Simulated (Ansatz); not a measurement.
MgO (rock salt, space group No. 225), the program Ansatz at the PBEsol level (PAW): ε∞ = 3.25, cell volume 18.71 Å³. Infrared-active transverse modes:

| ω_TO (cm⁻¹) | oscillator strength S_xx (e²/amu) |
|---|---|
| 387.5 | 0.4065 |

**Question.** Compute the static dielectric constant.

**Answer.** Each mode adds (4.921e7/V) S/ω²: 7.12. So ε0 = 10.4.

**Question.** What LO frequency does the Lyddane–Sachs–Teller relation give?

**Answer.** ω_LO = ω_TO √(ε0/ε∞) = 692 cm⁻¹.

Space group Fm-3m (rock salt). Symmetry was held in the PBEsol relaxation; phonons on a q-mesh show no instability. The volume moved by -33 % from the start of the relaxation.

Potentials: the later of the program's two PAW sets.
